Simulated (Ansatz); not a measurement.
Total density of states per atom from the program Ansatz at the LDA level (PAW), in 0.25 eV bins, energy from the Fermi level:

```
E (eV)  states/eV/atom
------  --------------
-7.85             1.60
-7.60             2.95
-7.35             1.30
-7.10             3.35
-6.85             2.83
-6.60             4.38
-6.35             3.75
-6.10             1.66
-5.85             0.70
-5.60             0.25
-5.35             0.38
-5.10             0.33
-4.85             0.36
-4.60             0.62
-4.35             0.56
-4.10             0.34
-3.85             0.36
-3.60             0.44
-3.35             0.54
-3.10             0.54
-2.85             0.48
-2.60             0.52
-2.35             0.39
-2.10             0.42
-1.85             0.75
-1.60             0.81
-1.35             0.54
-1.10             0.41
-0.85             0.25
-0.60             0.13
-0.35             0.10
-0.10             0.03
0.15              0.00
0.40              0.01
0.65              0.01
0.90              0.02
1.15              0.03
1.40              0.04
1.65              0.05
1.90              0.08
2.15              0.17
2.40              0.28
2.65              0.31
2.90              0.24
3.15              0.22
3.40              0.36
3.65              0.34
3.90              0.25
4.15              0.23
4.40              0.22
4.65              0.28
```

Q: Which compound is it?
(A) Zn3N2, P6_3/mmc (Zn on 4f, Zn on 2b, N on 2c, N on 2a)
(B) Li2Se, anti-fluorite
(C) Be2C, fluorite or antifluorite type
(D) BN, rock salt

A: A, Zn3N2, P6_3/mmc (Zn on 4f, Zn on 2b, N on 2c, N on 2a). Within 0.5 eV of the Fermi level: N 2p 75 %, Zn 3d 18 %. Projections are on Löwdin-orthogonalised atomic valence shells; empty p or d shells of many metals are not among them.

The first step of the workflow began from a Materials Project structure, measured or hypothetical; the Crystallography Open Database copy checked does not list it. Whether it is the stable phase at ambient conditions was not checked. The cell was relaxed with LDA under the symmetry of its start; of distortions, only those at the zone centre were tested.

Potentials: the later of the program's two PAW sets.
